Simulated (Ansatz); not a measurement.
A geometry of Pb away from equilibrium: step 8 of the relaxation of a relaxed Pb cell displaced along its unstable phonon at q = (½, 0, 0) of its primitive reciprocal cell (24i cm⁻¹), largest move 0.15 Å. All values below come from PBEsol (plane waves to 420 eV, PAW, scalar-relativistic; Ansatz, a first-principles code). Γ-centred k-mesh 4×8×4 on the run's cell (coarser than for final values), Fermi–Dirac smearing 0.05 eV. The plane waves were selected for a different cell earlier on the path.

```xyz
8
Lattice="8.9342 -0.1982 0.0000 -2.3194 4.0173 0.0000 0.0000 0.0000 7.6762" Properties=species:S:1:pos:R:3 pbc="T T T"
Pb     0.7839     3.1308     1.2647
Pb     4.0142     2.3176    -0.4479
Pb     2.6006     1.5015     3.3902
Pb     5.8309     0.6883     5.1028
Pb     1.3638     0.7874     6.4115
Pb     7.0678     1.4024     8.1240
Pb    -0.4529     2.4167     4.2859
Pb     5.2510     3.0317     2.5734
```

### Question
Give the Cartesian forces on all atoms (eV/Å).

### Answer
```json
[
 {"atom": "Pb1", "Fx": "0.22", "Fy": "0.13", "Fz": "-0.22"},
 {"atom": "Pb2", "Fx": "-0.07", "Fy": "-0.04", "Fz": "0.11"},
 {"atom": "Pb3", "Fx": "0.07", "Fy": "0.04", "Fz": "0.11"},
 {"atom": "Pb4", "Fx": "-0.22", "Fy": "-0.13", "Fz": "-0.22"},
 {"atom": "Pb5", "Fx": "-0.22", "Fy": "-0.13", "Fz": "0.22"},
 {"atom": "Pb6", "Fx": "0.07", "Fy": "0.04", "Fz": "-0.11"},
 {"atom": "Pb7", "Fx": "-0.07", "Fy": "-0.04", "Fz": "-0.11"},
 {"atom": "Pb8", "Fx": "0.22", "Fy": "0.13", "Fz": "0.22"}
]
```

The path ends in P6₃/mmc (No. 194) (hcp (Mg type)). No spin polarisation in the result.

The run could not lose the symmetry of its start.

Of the parent cell (P6₃/mmc (No. 194)): it is a generated cell of Pb: the first start was made by placing the elements on the sites of a structure type, and the end was not matched to a known phase here, so it may be hypothetical. Known forms of Pb include space group No. 225.

The relaxed structure has the type that Pb is known to take under pressure; here it was relaxed at zero pressure, from a generated start.
